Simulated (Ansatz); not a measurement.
Starting cell, Cu (fcc, Cu type):

```
Cu
1.0
    0.00000     3.62881     3.62881
    1.81440     1.81440     3.62881
    1.81440     1.81440     0.00000
Cu
2
Cartesian
  0.00000   0.00000   0.00000
  1.81440   3.62881   5.44321
```

The atoms are displaced by Q × the pattern below (from a DFPT mode at X = (0.5, 0.5, 0.0), largest move 1; Q in Å), at fixed cell. It is one choice among 2 degenerate patterns. (q is in reciprocal vectors of the primitive cell; the cell shown is doubled to hold the pattern.)

```tsv
atom	x	y	z
Cu1	0.000	1.000	0.000
Cu2	0.000	-1.000	0.000
```

Level of theory: PBE (plane waves to 420 eV, PAW, scalar-relativistic; Ansatz, a first-principles code). k mesh 22×22×22 (Γ-centred), Fermi-Dirac smearing 0.05 eV. Energies are smeared free energies. With partly filled bands, energies and forces of such displacements shift with the k mesh and the smearing. Cu is run without spin polarisation. Cu was relaxed with its symmetry unable to fall. The PAW data are Ansatz's earlier set. The zero of ΔE is the undisplaced structure.

| Q (Å) | −dE/dQ from forces (eV/Å) | ΔE (meV/cell) |
|---|---|---|
| -0.280 | ? | 578 |
| -0.233 | 3.572 | 389 |
| -0.187 | 2.724 | ? |
| -0.140 | 1.963 | ? |
| -0.093 | 1.270 | ? |
| -0.047 | 0.623 | 14 |
| 0.000 | 0.000 | 0 |
| 0.047 | -0.623 | 14 |
| 0.093 | -1.270 | ? |
| 0.140 | -1.963 | ? |
| 0.187 | -2.724 | ? |
| 0.233 | -3.572 | 389 |
| 0.280 | ? | 578 |

Task: What belongs in the gaps?

Result: 
- -0.280, −dE/dQ from forces (eV/Å): 4.513
- -0.187, ΔE (meV/cell): 243
- -0.140, ΔE (meV/cell): 134
- -0.093, ΔE (meV/cell): 59
- 0.093, ΔE (meV/cell): 59
- 0.140, ΔE (meV/cell): 134
- 0.187, ΔE (meV/cell): 243
- 0.280, −dE/dQ from forces (eV/Å): -4.513

(For displaced atoms, the force is minus the slope of the energy, and its curvature is a force constant, which sets phonon frequencies.)
